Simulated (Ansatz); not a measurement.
Starting structure of a cell relaxation (symmetry kept):

Space group Cmme (No. 67). a = 2.456 Å, b = 4.254 Å, c = 7.173 Å, α = 90.00°, β = 90.00°, γ = 90.00°
```
atom site symmetry x y z
   C    8m m..  0.0000  0.4166  0.7531
```

Theory: DFT r2SCAN, scalar-relativistic, plane waves, PAW (Ansatz 0.2.0).

Settings: cutoff 500 eV, Γ-centred mesh 18×18×6 on the computed 4-atom cell, Gaussian smearing of 0.10 eV; no spin polarisation.

What does it relax to?

The volume decreases by 0.08 Å³/atom to 9.29 Å³/atom, and the energy falls by 0.1 meV/atom. Final structure:
```
CELL_PARAMETERS angstrom
1.22812 -2.12646 0.00000
1.22812 2.12646 0.00000
0.00000 0.00000 7.11555
ATOMIC_POSITIONS crystal
C 0.08332 0.91668 0.74992
C 0.58332 0.41668 0.25008
C 0.91668 0.08332 0.25008
C 0.41668 0.58332 0.74992
```

The cell holds layers, and where no dispersion correction was added their binding is poorly described.

This form isn't the element's structure at ambient conditions.